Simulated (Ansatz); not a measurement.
# Relaxing a structure of GaN

The start is a relaxed GaN cell deformed by the Cartesian strain tensor (xx, yy, zz, yz, xz, xy) = (0.057, -0.070, -0.041, -0.012, 0.003, 0.016). Cell shape, volume and atoms are optimised at zero target pressure with r2SCAN (plane waves to 500 eV, PAW, scalar-relativistic; Ansatz, a program for electronic structure). The first steps use a coarse 8×9×5 k-mesh.

Input geometry:
```yaml
crystal:
  lattice:
    - [3.36456, 0.05093, 0.00796]
    - [-1.63817, 2.53823, -0.03706]
    - [0.01296, -0.06220, 4.97111]
  atoms:
    - { symbol: Ga, position: [0.66667, 0.33333, 0.00099] }
    - { symbol: Ga, position: [0.33333, 0.66667, 0.50099] }
    - { symbol: N, position: [0.66667, 0.33333, 0.62421] }
    - { symbol: N, position: [0.33333, 0.66667, 0.12421] }
```

Task: What pressure does the first self-consistent step give?

Result: +16.1 GPa (positive: the cell is compressed).

Task: How does the volume change?

Result: +6.1 %, from 10.72 to 11.37 Å³/atom.

Task: Is the parent structure recovered?

Result: It returns to the parent structure, P6₃mc (No. 186).

Task: How do the shortest distances between atoms change?

Result: The closest pairs of elements (up to four, under 3.6 Å), start → end: Ga–N 1.80 → 1.95 Å; Ga–Ga 2.98 → 3.18 Å; N–N 2.98 → 3.18 Å.

Task: What band gap does the relaxed structure have at this level?

Result: 2.35 eV, direct at Γ (no spin-orbit coupling).

Relaxed structure:

```cif
data_Ga2N2
_chemical_formula_sum 'Ga2 N2'
_space_group_name_H-M_alt 'P63mc'
_space_group_IT_number 186
_space_group_name_Hall 'P 6c -2c'
_cell_length_a 3.18309
_cell_length_b 3.18309
_cell_length_c 5.18356
_cell_angle_alpha 90.000
_cell_angle_beta 90.000
_cell_angle_gamma 120.000
loop_
_atom_site_label
_atom_site_type_symbol
_atom_site_symmetry_multiplicity
_atom_site_Wyckoff_symbol
_atom_site_fract_x
_atom_site_fract_y
_atom_site_fract_z
_atom_site_occupancy
Ga1 Ga 2 b 0.66667 0.33333 0.49901 1
N1 N 2 b 0.33333 0.66667 0.37579 1
```

Final values are on a 12×12×7 k-mesh of the relaxed cell. No spin polarisation in the result.
